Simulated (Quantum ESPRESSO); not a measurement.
## Zr4Ru2TaAl (input and log of a self-consistent run)

Computed values, not a measurement. The program is pw.x of Quantum ESPRESSO 7.5 (plane-wave density functional theory). The cell is made up: eight metal atoms on a hexagonal close-packed lattice, with elements, volume, strain and displacements drawn at random and not relaxed, so it may be unstable or far from any real phase. PseudoDojo standard norm-conserving files set the functional (PBE unless stated); there is no spin polarisation or spin-orbit coupling, the Fermi-Dirac width of 0.25 eV means electrons at about 2900 K, and the masses in the input are unused placeholders. Heavy elements are run without spin-orbit coupling, which real alloys of them have. A spin test at this wide smearing found no moment, but such smearing suppresses magnetism that the real alloy may have.

Input:

```
&control calculation='scf', pseudo_dir='./dojo.nc.sr.pbe.v0_5.standard.upf', outdir='./o', disk_io='minimal', tprnfor=.true., tstress=.true. /
&system ibrav=0, nat=8, ntyp=4, nbnd=65, ecutwfc=84.00895049, nosym=.true., tot_charge=0,
 occupations='smearing', smearing='fd', degauss=0.0183746611
/
&electrons conv_thr=1.470e-08, electron_maxstep=70, mixing_beta=0.5 /
ATOMIC_SPECIES
Al 1.0 Al.upf
Ru 1.0 Ru.upf
Ta 1.0 Ta.upf
Zr 1.0 Zr.upf
CELL_PARAMETERS angstrom
0.0419 5.1573 0.0069
3.0083 0.0308 4.9758
3.047 0.0175 -4.9989
ATOMIC_POSITIONS angstrom
Zr 0.0188 -0.0049 -0.0327
Zr 3.0805 0.0273 -0.0135
Zr 3.0928 1.748 -2.4875
Ru 3.0041 1.725 2.4899
Ta 1.5723 2.5856 -0.056
Ru 4.6143 2.6242 0.0002
Al 1.5666 4.3246 -2.5113
Zr 1.5118 4.3087 2.4578
K_POINTS automatic
5 5 5 1 1 1
```

The log is shortened where brackets say so; the opening notice, blank lines, dates and the lines on written files are dropped, and the path of the files is cut. It prints rydbergs, bohrs and kilobars, and counts compression as positive stress. Its total energy is the free energy E - TS of the whole cell.

```
     Program PWSCF v.7.5
     Parallel version (MPI & OpenMP), running on       4 processor cores
     Number of MPI processes:                 4
     Threads/MPI process:                     1
     [start-up lines left out]
     bravais-lattice index     =            0
     lattice parameter (alat)  =       9.7462  a.u.
     unit-cell volume          =    1050.9671 (a.u.)^3
     number of atoms/cell      =            8
     number of atomic types    =            4
     number of electrons       =        96.00
     number of Kohn-Sham states=           65
     kinetic-energy cutoff     =      84.0090  Ry
     charge density cutoff     =     336.0358  Ry
     scf convergence threshold =      1.5E-08
     mixing beta               =       0.5000
     number of iterations used =            8  plain     mixing
     Exchange-correlation= PBE
                           (   1   4   3   4   0   0   0)
     [axes and pseudopotential details left out]
   Cartesian axes
     site n.     atom                  positions (alat units)
         1        Zr     tau(   1) = (   0.0036452  -0.0009501  -0.0063403  )
         2        Zr     tau(   2) = (   0.5972884   0.0052933  -0.0026176  )
         3        Zr     tau(   3) = (   0.5996733   0.3389256  -0.4823097  )
         4        Ru     tau(   4) = (   0.5824750   0.3344660   0.4827750  )
         5        Ta     tau(   5) = (   0.3048585   0.5013306  -0.0108580  )
         6        Ru     tau(   6) = (   0.8946820   0.5088149   0.0000388  )
         7        Al     tau(   7) = (   0.3037533   0.8385111  -0.4869243  )
         8        Zr     tau(   8) = (   0.2931279   0.8354282   0.4765510  )
     number of k points=    63  Fermi-Dirac smearing, width (Ry)=  0.0184
                       cart. coord. in units 2pi/alat
        k(    1) = (   0.1695611   0.0986251   0.0005264), wk =   0.0320000
        k(    2) = (   0.3395249   0.0973817  -0.1022237), wk =   0.0320000
     [further k points left out]
     Dense  grid:   109295 G-vectors     FFT dimensions: (  60,  72,  72)
     Estimated max dynamical RAM per process >     409.45 MB
     Estimated total dynamical RAM >       1.52 GB
     Initial potential from superposition of free atoms
     starting charge      95.9856, renormalised to      96.0000
     Starting wfcs are   74 randomized atomic wfcs
     total cpu time spent up to now is       10.1 secs
     per-process dynamical memory:   323.0 Mb
     Self-consistent Calculation
     iteration #  1     ecut=    84.01 Ry     beta= 0.50
     Davidson diagonalization with overlap
     ethr =  1.00E-02,  avg # of iterations =  2.3
     total cpu time spent up to now is       34.1 secs
     total energy              =    -942.19839700 Ry
     estimated scf accuracy    <       3.28412527 Ry
     iteration #  2     ecut=    84.01 Ry     beta= 0.50
     Davidson diagonalization with overlap
     ethr =  3.42E-03,  avg # of iterations =  3.0
     total cpu time spent up to now is       57.6 secs
     total energy              =    -942.93783945 Ry
     estimated scf accuracy    <      22.58355331 Ry
     iteration #  3     ecut=    84.01 Ry     beta= 0.50
     Davidson diagonalization with overlap
     ethr =  3.42E-03,  avg # of iterations =  2.0
     total cpu time spent up to now is       78.7 secs
     total energy              =    -944.20341240 Ry
     estimated scf accuracy    <       1.72423163 Ry
     iteration #  4     ecut=    84.01 Ry     beta= 0.50
     Davidson diagonalization with overlap
     ethr =  1.80E-03,  avg # of iterations =  1.0
     total cpu time spent up to now is       94.1 secs
     total energy              =    -944.14557344 Ry
     estimated scf accuracy    <       0.53060235 Ry
     iteration #  5     ecut=    84.01 Ry     beta= 0.50
     Davidson diagonalization with overlap
     ethr =  5.53E-04,  avg # of iterations =  2.1
     total cpu time spent up to now is      116.2 secs
     total energy              =    -944.20063364 Ry
     estimated scf accuracy    <       0.14239626 Ry
     [iterations 6 to 13 left out]
     iteration # 14     ecut=    84.01 Ry     beta= 0.50
     Davidson diagonalization with overlap
     ethr =  4.25E-10,  avg # of iterations =  3.3
     total cpu time spent up to now is      296.9 secs
     total energy              =    -944.22104188 Ry
     estimated scf accuracy    <       0.00000038 Ry
     iteration # 15     ecut=    84.01 Ry     beta= 0.50
     Davidson diagonalization with overlap
     ethr =  3.95E-10,  avg # of iterations =  2.0
     total cpu time spent up to now is      311.8 secs
     total energy              =    -944.22104193 Ry
     estimated scf accuracy    <       0.00000012 Ry
     iteration # 16     ecut=    84.01 Ry     beta= 0.50
     Davidson diagonalization with overlap
     ethr =  1.21E-10,  avg # of iterations =  1.6
     total cpu time spent up to now is      326.2 secs
     total energy              =    -944.22104194 Ry
     estimated scf accuracy    <       0.00000009 Ry
     iteration # 17     ecut=    84.01 Ry     beta= 0.50
     Davidson diagonalization with overlap
     ethr =  9.35E-11,  avg # of iterations =  1.0
     total cpu time spent up to now is      340.1 secs
     total energy              =    -944.22104195 Ry
     estimated scf accuracy    <       0.00000002 Ry
     iteration # 18     ecut=    84.01 Ry     beta= 0.50
     Davidson diagonalization with overlap
     ethr =  2.03E-11,  avg # of iterations =  1.9
     total cpu time spent up to now is      354.4 secs
     End of self-consistent calculation
     [lines on levels left out]
!    total energy              =    -944.22104195 Ry
     estimated scf accuracy    <          5.8E-09 Ry
     smearing contrib. (-TS)   =      -0.14261673 Ry
     internal energy E=F+TS    =    -944.07842522 Ry
     The total energy is F=E-TS. E is the sum of the following terms:
     one-electron contribution =    -253.75765812 Ry
     hartree contribution      =     170.62338969 Ry
     xc contribution           =    -180.06688844 Ry
     ewald contribution        =    -680.87726835 Ry
     convergence has been achieved in  18 iterations
     Forces acting on atoms (cartesian axes, Ry/au):
     atom    1 type  4   force =    -0.01878967   -0.00014092   -0.03199785
     atom    2 type  4   force =     0.00010197   -0.00954257    0.02397990
     atom    3 type  4   force =    -0.02188431    0.01657187   -0.00820814
     atom    4 type  2   force =     0.01376018    0.00711252   -0.00454006
     atom    5 type  3   force =    -0.00245394    0.00714211   -0.00378372
     atom    6 type  2   force =    -0.00128425    0.00786872    0.01325666
     atom    7 type  1   force =    -0.01418512   -0.00925058   -0.00192575
     atom    8 type  4   force =     0.04473514   -0.01976115    0.01321897
     Total force =     0.079323     Total SCF correction =     0.000150
     Computing stress (Cartesian axis) and pressure
          total   stress  (Ry/bohr**3)                   (kbar)     P=      -37.59
  -0.00026051  -0.00005607  -0.00013218          -38.32       -8.25      -19.44
  -0.00005607  -0.00032923   0.00001944           -8.25      -48.43        2.86
  -0.00013218   0.00001944  -0.00017681          -19.44        2.86      -26.01
     init_run     :      7.88s CPU      8.18s WALL (       1 calls)
     electrons    :    342.71s CPU    344.35s WALL (       1 calls)
     forces       :      2.24s CPU      2.24s WALL (       1 calls)
     stress       :      8.00s CPU      8.00s WALL (       1 calls)
     [timing details left out]
     PWSCF        :   6m 2.74s CPU   6m 4.71s WALL
     JOB DONE.
```

In other units: free energy -12846.782 eV for the cell, pressure -3.76 GPa, largest force component 1.150 eV/Å in size. The run took 367 s of wall time with four MPI processes on a shared machine (Intel Xeon, 2023 or later, virtual cores), so the time is rough. A rerun of this cell at a higher cutoff and on a denser mesh moved values by no more than 0.004 eV in energy, 0.02 GPa in stress and 0.003 eV/Å in force, and a second program with other atomic files agreed on that cell to 2 % rms in force and 0.5 GPa in pressure.